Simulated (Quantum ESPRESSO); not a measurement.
AlGaMgF8, one run as intended and one with a planted mistake

Simulated, not a measurement. The program is pw.x of Quantum ESPRESSO 7.5 (plane-wave density functional theory). The cell is made up: 11 atoms on a rutile lattice with one site empty, with randomly drawn elements, strain and displacements, not relaxed. PseudoDojo standard norm-conserving files (v0.5 for PBE, v0.4.1 for LDA and PBEsol) set the functional; there is no spin polarisation, spin-orbit coupling or dispersion term, and the masses in the input are unused placeholders.

Intended input:

```
&control calculation='scf', pseudo_dir='./dojo.nc.sr.pbe.v0_5.standard.upf', outdir='./o', disk_io='medium', tprnfor=.true., tstress=.true. /
&system ibrav=0, nat=11, ntyp=4, nbnd=47, ecutwfc=84.00895049, nosym=.true., tot_charge=0,
 occupations='smearing', smearing='fd', degauss=0.0018374661
/
&electrons conv_thr=7.350e-09, electron_maxstep=60, /
ATOMIC_SPECIES
Al 1.0 Al.upf
F 1.0 F.upf
Ga 1.0 Ga.upf
Mg 1.0 Mg.upf
CELL_PARAMETERS angstrom
4.5388 0.0618 0.0227
0.0618 4.6645 0.0102
0.03 0.0134 5.9946
ATOMIC_POSITIONS angstrom
Al -0.029 0.026 -0.0043
Ga 2.3258 2.4008 1.4985
Mg 0.0731 0.019 2.979
F 1.4298 1.4412 -0.0563
F 3.1857 3.2916 0.0196
F 3.6869 0.9737 1.4897
F 0.9494 3.8038 1.4873
F 1.3977 1.4775 3.0026
F 3.2186 3.28 2.998
F 3.7007 0.9717 4.5048
F 0.9656 3.7968 4.5137
K_POINTS automatic
5 5 4 1 1 1
```

The log is shortened where brackets say so; the opening notice, blank lines, dates and the lines on written files are dropped, and the path of the files is cut. It prints rydbergs, bohrs and kilobars, and counts compression as positive stress. Where no state is partly filled, the Fermi energy that it prints is only some level between the filled and the empty states on the mesh, and need not lie in the true gap.

Log of the intended run:

```
     Program PWSCF v.7.5
     Parallel version (MPI & OpenMP), running on       1 processor cores
     Number of MPI processes:                 1
     Threads/MPI process:                     1
     [start-up lines left out]
     bravais-lattice index     =            0
     lattice parameter (alat)  =       8.5780  a.u.
     unit-cell volume          =     856.2720 (a.u.)^3
     number of atoms/cell      =           11
     number of atomic types    =            4
     number of electrons       =        82.00
     number of Kohn-Sham states=           47
     kinetic-energy cutoff     =      84.0090  Ry
     charge density cutoff     =     336.0358  Ry
     scf convergence threshold =      7.3E-09
     mixing beta               =       0.7000
     number of iterations used =            8  plain     mixing
     Exchange-correlation= PBE
                           (   1   4   3   4   0   0   0)
     [axes and pseudopotential details left out]
   Cartesian axes
     site n.     atom                  positions (alat units)
         1        Al     tau(   1) = (  -0.0063887   0.0057278  -0.0009473  )
         2        Ga     tau(   2) = (   0.5123723   0.5288947   0.3301186  )
         3        Mg     tau(   3) = (   0.0161039   0.0041857   0.6562718  )
         4        F      tau(   4) = (   0.3149840   0.3174955  -0.0124029  )
         5        F      tau(   5) = (   0.7018077   0.7251374   0.0043179  )
         6        F      tau(   6) = (   0.8122218   0.2145055   0.3281800  )
         7        F      tau(   7) = (   0.2091522   0.8379748   0.3276513  )
         8        F      tau(   8) = (   0.3079124   0.3254923   0.6614709  )
         9        F      tau(   9) = (   0.7090556   0.7225820   0.6604575  )
        10        F      tau(  10) = (   0.8152619   0.2140649   0.9924046  )
        11        F      tau(  11) = (   0.2127211   0.8364327   0.9943653  )
     number of k points=    50  Fermi-Dirac smearing, width (Ry)=  0.0018
                       cart. coord. in units 2pi/alat
        k(    1) = (   0.0982361   0.0958084   0.0939477), wk =   0.0400000
        k(    2) = (   0.0972948   0.0954069   0.2832602), wk =   0.0400000
     [further k points left out]
     Dense  grid:    89033 G-vectors     FFT dimensions: (  54,  54,  72)
     Estimated max dynamical RAM per process >     131.05 MB
     Initial potential from superposition of free atoms
     starting charge      81.9940, renormalised to      82.0000
     Starting wfcs are   50 randomized atomic wfcs
     total cpu time spent up to now is       12.2 secs
     per-process dynamical memory:    83.4 Mb
     Self-consistent Calculation
     iteration #  1     ecut=    84.01 Ry     beta= 0.70
     Davidson diagonalization with overlap
     ethr =  1.00E-02,  avg # of iterations =  3.1
     total cpu time spent up to now is       42.2 secs
     total energy              =    -671.24008312 Ry
     estimated scf accuracy    <       1.42961411 Ry
     iteration #  2     ecut=    84.01 Ry     beta= 0.70
     Davidson diagonalization with overlap
     ethr =  1.74E-03,  avg # of iterations =  2.7
     total cpu time spent up to now is       75.4 secs
     total energy              =    -671.60017415 Ry
     estimated scf accuracy    <       1.28424788 Ry
     [iterations 3 to 9 left out]
     iteration # 10     ecut=    84.01 Ry     beta= 0.70
     Davidson diagonalization with overlap
     ethr =  9.79E-11,  avg # of iterations =  2.0
     total cpu time spent up to now is      346.9 secs
     total energy              =    -671.87289381 Ry
     estimated scf accuracy    <          7.5E-09 Ry
     iteration # 11     ecut=    84.01 Ry     beta= 0.70
     Davidson diagonalization with overlap
     ethr =  9.17E-12,  avg # of iterations =  2.0
     total cpu time spent up to now is      377.2 secs
     End of self-consistent calculation
     [lines on levels left out]
     the Fermi energy is     4.1865 ev
!    total energy              =    -671.87289381 Ry
     estimated scf accuracy    <          5.2E-10 Ry
     smearing contrib. (-TS)   =       0.00000000 Ry
     internal energy E=F+TS    =    -671.87289381 Ry
     The total energy is F=E-TS. E is the sum of the following terms:
     one-electron contribution =    -353.63920211 Ry
     hartree contribution      =     223.67008131 Ry
     xc contribution           =    -148.84475874 Ry
     ewald contribution        =    -393.05901426 Ry
     convergence has been achieved in  11 iterations
     Forces acting on atoms (cartesian axes, Ry/au):
     atom    1 type  1   force =     0.01518427    0.00161377   -0.15357530
     atom    2 type  3   force =    -0.01245814   -0.01405159    0.04565620
     atom    3 type  4   force =    -0.01425166    0.00000182    0.09777004
     atom    4 type  2   force =    -0.03892484   -0.03329918    0.07243584
     atom    5 type  2   force =     0.04386797    0.04393065    0.04732927
     atom    6 type  2   force =     0.01282065   -0.01875672   -0.04754581
     atom    7 type  2   force =    -0.01407038    0.01028546   -0.05805215
     atom    8 type  2   force =     0.01536159    0.01236392   -0.08239027
     atom    9 type  2   force =    -0.00225731    0.00054737   -0.07503470
     atom   10 type  2   force =     0.02861878   -0.03547079    0.07670613
     atom   11 type  2   force =    -0.03389093    0.03283529    0.07670076
     Total force =     0.292091     Total SCF correction =     0.000068
     Computing stress (Cartesian axis) and pressure
          total   stress  (Ry/bohr**3)                   (kbar)     P=      -56.80
  -0.00010342  -0.00043990  -0.00005392          -15.21      -64.71       -7.93
  -0.00043990  -0.00021476  -0.00001122          -64.71      -31.59       -1.65
  -0.00005392  -0.00001122  -0.00084020           -7.93       -1.65     -123.60
     init_run     :     10.51s CPU     12.16s WALL (       1 calls)
     electrons    :    328.72s CPU    364.97s WALL (       1 calls)
     forces       :      4.64s CPU      4.68s WALL (       1 calls)
     stress       :     16.94s CPU     17.02s WALL (       1 calls)
     [timing details left out]
     PWSCF        :   6m 1.02s CPU   6m40.30s WALL
     JOB DONE.
```

A second run has one planted mistake: the self-consistency threshold is too loose. The input lines that differ, file-writing options aside:

```
- &electrons conv_thr=7.350e-09, electron_maxstep=60, /
+ &electrons conv_thr=2.205e-02, electron_maxstep=60, /
```

Its log:

```
     Program PWSCF v.7.5
     Parallel version (MPI & OpenMP), running on       1 processor cores
     Number of MPI processes:                 1
     Threads/MPI process:                     1
     [start-up lines left out]
     bravais-lattice index     =            0
     lattice parameter (alat)  =       8.5780  a.u.
     unit-cell volume          =     856.2720 (a.u.)^3
     number of atoms/cell      =           11
     number of atomic types    =            4
     number of electrons       =        82.00
     number of Kohn-Sham states=           47
     kinetic-energy cutoff     =      84.0090  Ry
     charge density cutoff     =     336.0358  Ry
     scf convergence threshold =      2.2E-02
     mixing beta               =       0.7000
     number of iterations used =            8  plain     mixing
     Exchange-correlation= PBE
                           (   1   4   3   4   0   0   0)
     [axes and pseudopotential details left out]
   Cartesian axes
     site n.     atom                  positions (alat units)
         1        Al     tau(   1) = (  -0.0063887   0.0057278  -0.0009473  )
         2        Ga     tau(   2) = (   0.5123723   0.5288947   0.3301186  )
         3        Mg     tau(   3) = (   0.0161039   0.0041857   0.6562718  )
         4        F      tau(   4) = (   0.3149840   0.3174955  -0.0124029  )
         5        F      tau(   5) = (   0.7018077   0.7251374   0.0043179  )
         6        F      tau(   6) = (   0.8122218   0.2145055   0.3281800  )
         7        F      tau(   7) = (   0.2091522   0.8379748   0.3276513  )
         8        F      tau(   8) = (   0.3079124   0.3254923   0.6614709  )
         9        F      tau(   9) = (   0.7090556   0.7225820   0.6604575  )
        10        F      tau(  10) = (   0.8152619   0.2140649   0.9924046  )
        11        F      tau(  11) = (   0.2127211   0.8364327   0.9943653  )
     number of k points=    50  Fermi-Dirac smearing, width (Ry)=  0.0018
                       cart. coord. in units 2pi/alat
        k(    1) = (   0.0982361   0.0958084   0.0939477), wk =   0.0400000
        k(    2) = (   0.0972948   0.0954069   0.2832602), wk =   0.0400000
     [further k points left out]
     Dense  grid:    89033 G-vectors     FFT dimensions: (  54,  54,  72)
     Estimated max dynamical RAM per process >     131.05 MB
     Initial potential from superposition of free atoms
     starting charge      81.9940, renormalised to      82.0000
     Starting wfcs are   50 randomized atomic wfcs
     total cpu time spent up to now is       23.5 secs
     per-process dynamical memory:   100.9 Mb
     Self-consistent Calculation
     iteration #  1     ecut=    84.01 Ry     beta= 0.70
     Davidson diagonalization with overlap
     ethr =  1.00E-02,  avg # of iterations =  3.1
     total cpu time spent up to now is       74.8 secs
     total energy              =    -671.24008312 Ry
     estimated scf accuracy    <       1.42961411 Ry
     iteration #  2     ecut=    84.01 Ry     beta= 0.70
     Davidson diagonalization with overlap
     ethr =  1.74E-03,  avg # of iterations =  2.7
     total cpu time spent up to now is      127.1 secs
     total energy              =    -671.60017415 Ry
     estimated scf accuracy    <       1.28424788 Ry
     iteration #  3     ecut=    84.01 Ry     beta= 0.70
     Davidson diagonalization with overlap
     ethr =  1.57E-03,  avg # of iterations =  2.0
     total cpu time spent up to now is      165.6 secs
     total energy              =    -671.86323204 Ry
     estimated scf accuracy    <       0.03161200 Ry
     iteration #  4     ecut=    84.01 Ry     beta= 0.70
     Davidson diagonalization with overlap
     ethr =  3.86E-05,  avg # of iterations =  4.7
     total cpu time spent up to now is      205.3 secs
     End of self-consistent calculation
     [lines on levels left out]
     the Fermi energy is     4.1358 ev
!    total energy              =    -671.87055525 Ry
     estimated scf accuracy    <       0.00586815 Ry
     smearing contrib. (-TS)   =       0.00000000 Ry
     internal energy E=F+TS    =    -671.87055525 Ry
     The total energy is F=E-TS. E is the sum of the following terms:
     one-electron contribution =    -353.97814370 Ry
     hartree contribution      =     224.12339894 Ry
     xc contribution           =    -148.95679623 Ry
     ewald contribution        =    -393.05901426 Ry
     convergence has been achieved in   4 iterations
     Forces acting on atoms (cartesian axes, Ry/au):
     atom    1 type  1   force =     0.01542069    0.00218362   -0.15494053
     atom    2 type  3   force =    -0.01290126   -0.01467598    0.04938374
     atom    3 type  4   force =    -0.01360748    0.00026445    0.10247989
     atom    4 type  2   force =    -0.03980915   -0.03422299    0.06880120
     atom    5 type  2   force =     0.04414378    0.04441829    0.04742343
     atom    6 type  2   force =     0.01412630   -0.02002522   -0.05000479
     atom    7 type  2   force =    -0.01524348    0.01137736   -0.05953913
     atom    8 type  2   force =     0.01518179    0.01234342   -0.08006449
     atom    9 type  2   force =    -0.00211568    0.00064361   -0.07282857
     atom   10 type  2   force =     0.03115600   -0.03778250    0.07493799
     atom   11 type  2   force =    -0.03635151    0.03547595    0.07435124
     Total force =     0.294362     Total SCF correction =     0.041658
     SCF correction compared to forces is large: reduce conv_thr to get better values
     Computing stress (Cartesian axis) and pressure
          total   stress  (Ry/bohr**3)                   (kbar)     P=       -8.91
   0.00021223  -0.00038600  -0.00004738           31.22      -56.78       -6.97
  -0.00038600   0.00010207  -0.00000706          -56.78       15.01       -1.04
  -0.00004738  -0.00000706  -0.00049595           -6.97       -1.04      -72.96
     init_run     :     21.24s CPU     23.38s WALL (       1 calls)
     electrons    :    171.81s CPU    181.79s WALL (       1 calls)
     forces       :      6.26s CPU      6.34s WALL (       1 calls)
     stress       :     31.23s CPU     31.40s WALL (       1 calls)
     [timing details left out]
     PWSCF        :   3m51.03s CPU   4m 4.14s WALL
     JOB DONE.
```

|  | intended run | run with the mistake |
| --- | --- | --- |
| free energy (eV) | -9141.296 | -9141.265 |
| smearing term -TS (eV) | 0.0000 | 0.0000 |
| pressure (GPa) | -5.68 | -0.89 |
| largest force component (eV/Å) | 3.949 | 3.984 |
| largest change of a force component (eV/Å) |  | 0.121 |
| iterations | 11 | 4 |

For scale, a rerun of the intended cell at 1437 eV and a 7 x 7 x 6 mesh moved values by no more than 0.004 eV in energy, 0.02 GPa in stress and 0.010 eV/Å in force.